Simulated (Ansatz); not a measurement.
BaS:
```cif
data_Ba4S4
_chemical_formula_sum 'Ba4 S4'
_space_group_name_H-M_alt 'Fm-3m'
_space_group_IT_number 225
_space_group_name_Hall '-F 4 2 3'
_cell_length_a 6.42880
_cell_length_b 6.42880
_cell_length_c 6.42880
_cell_angle_alpha 90.000
_cell_angle_beta 90.000
_cell_angle_gamma 90.000
loop_
_atom_site_label
_atom_site_type_symbol
_atom_site_symmetry_multiplicity
_atom_site_Wyckoff_symbol
_atom_site_fract_x
_atom_site_fract_y
_atom_site_fract_z
_atom_site_occupancy
Ba1 Ba 4 a 0.00000 0.00000 0.00000 1
S1 S 4 b 0.50000 0.50000 0.50000 1
```
(The calculation used a cell of 2 atoms; values per cell refer to that cell.)

Relaxed with PBE. Independent-particle spectrum: no excitons, no local fields, no scissors shift; 0.1 eV broadening; ε₁ of the summed bands alone.

**Question.** Tabulate the dielectric function from plane-wave PAW PBE (Ansatz code).

**Answer.** 

```
E (eV)  ε₁ xx  ε₂ xx
------  -----  -----
0.0      5.12   0.00
0.3      5.13   0.00
0.6      5.18   0.00
0.9      5.25   0.00
1.2      5.37   0.00
1.5      5.54   0.00
1.8      5.79   0.00
2.1      6.24   0.00
2.4      7.27   0.68
2.7      6.86   1.70
3.0      6.55   2.01
3.3      6.47   2.18
3.6      6.73   2.46
3.9      6.71   3.34
4.2      6.23   3.58
4.5      6.23   3.82
4.8      6.53   4.25
5.1      6.33   5.58
5.4      5.66   6.43
5.7      4.67   7.69
6.0      3.03   7.45
6.3      2.17   6.57
6.6      0.88   8.52
6.9     -1.33   6.56
7.2     -0.29   4.83
7.5     -1.50   5.73
7.8     -1.72   3.66
8.1     -1.65   3.23
8.4     -1.11   2.42
8.7     -1.02   2.19
9.0     -0.19   2.15
9.3     -0.86   2.40
9.6     -0.89   1.60
9.9     -0.62   1.23
10.2    -0.49   1.11
10.5    -0.12   0.67
10.8     0.06   0.60
11.1     0.44   0.40
11.4     0.65   0.47
11.7     1.11   0.32
12.0     1.70   0.58
```

**Question.** From ε at 4.3 eV (xx: 6.21 + 3.64i), find n, k, the normal reflectivity and the absorption coefficient.

**Answer.** n = 2.59, k = 0.703, R = 23 %, α = 2kE/ħc = 310000 cm⁻¹.

With all bands, ε∞ without local fields is 5.17. DFPT, with local fields, gives 4.75.

The PBE relaxation kept the symmetry of its start; phonons on a q-mesh show no instability. Scalar-relativistic: spin–orbit coupling is off unless named, which matters more the heavier the elements.

Potentials: the later of the program's two PAW sets.
